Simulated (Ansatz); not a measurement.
ZnS (zinc blende)

```
ZnS
1.0
    0.00000     2.69456     2.69456
    2.69456     0.00000     2.69456
    2.69456     2.69456     0.00000
S Zn
1 1
Direct
  0.75000   0.75000   0.75000
  0.00000   0.00000   0.00000
```

In this cell atom 2 (Zn, nearest neighbour S at 2.334 Å; its periodic images, 3.8 Å or more away, move with it) is moved by u·(1.000, 0.000, 0.000) + v·(0.000, 1.000, 0.000); the rest is frozen.

Computed with r2SCAN (plane waves to 500 eV, PAW, scalar-relativistic; Ansatz, a first-principles code). k mesh 9×9×9 (Γ-centred), Fermi-Dirac smearing 0.05 eV. Fu and Fv are the components of the force on the atom. ZnS was relaxed with its symmetry unable to fall. 

| Fu (eV/Å) | u = -0.350 | u = -0.233 | u = -0.117 | u = 0.000 | u = 0.117 | u = 0.233 | u = 0.350 |
|---|---|---|---|---|---|---|---|
| v = -0.350 | 2.90 | 2.00 | 1.02 | 0.00 | -1.02 | -2.00 | -2.90 |
| v = -0.233 | 2.35 | [?] | 0.83 | 0.00 | -0.83 | [?] | -2.35 |
| v = -0.117 | 2.02 | [?] | 0.72 | 0.00 | -0.72 | [?] | -2.02 |
| v = 0.000 | 1.91 | 1.33 | 0.68 | 0.00 | -0.68 | -1.33 | -1.91 |
| v = 0.117 | 2.02 | [?] | 0.72 | 0.00 | -0.72 | [?] | -2.02 |
| v = 0.233 | 2.35 | [?] | 0.83 | 0.00 | -0.83 | [?] | -2.35 |
| v = 0.350 | 2.90 | 2.00 | 1.02 | 0.00 | -1.02 | -2.00 | -2.90 |

Task: Some entries are withheld; supply them.

Result: 
- v = -0.233, u = -0.233: 1.63
- v = -0.233, u = 0.233: -1.63
- v = -0.117, u = -0.233: 1.41
- v = -0.117, u = 0.233: -1.41
- v = 0.117, u = -0.233: 1.41
- v = 0.117, u = 0.233: -1.41
- v = 0.233, u = -0.233: 1.63
- v = 0.233, u = 0.233: -1.63

(For displaced atoms, the force is minus the slope of the energy, and its curvature is a force constant, which sets phonon frequencies.)
